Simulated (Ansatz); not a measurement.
Ir:
```
CELL_PARAMETERS angstrom
      0.00000     1.92208     1.92208
      1.92208     0.00000     1.92208
      1.92208     1.92208     0.00000
ATOMIC_POSITIONS crystal
  Ir 0.00000 0.00000 0.00000
```

Relaxed with r²SCAN. Special points in fractions of this cell's reciprocal vectors: Γ (0.000, 0.000, 0.000); X (0.500, 0.000, 0.500); U (0.625, 0.250, 0.625); K (0.375, 0.375, 0.750); L (0.500, 0.500, 0.500); W (0.500, 0.250, 0.750).

Task: List the band energies nearest the Fermi level at these points for the program Ansatz at the r²SCAN level (PAW).

Result: In eV from the Fermi level; about four levels below and three above (degenerate sets whole), none deeper than 8.9 eV; … stands for higher levels left out; points with the same levels are listed once.

```
k                    below           above
-  -----------------------  --------------
Γ        -4.02 -4.02 -4.02               …
X              -8.20 -7.62  0.80 1.53 1.53
U  -7.21 -6.21 -3.01 -1.00          0.63 …
L  -8.41 -4.18 -4.18 -0.72               …
W  -6.49 -5.07 -5.07 -1.94          1.54 …
```

Space group Fm-3m (fcc (Cu type)). The r²SCAN relaxation kept the symmetry of its start. The run is not spin-polarised. Spin–orbit coupling is left out wherever it is not named.

Potentials: the later of the program's two PAW sets.
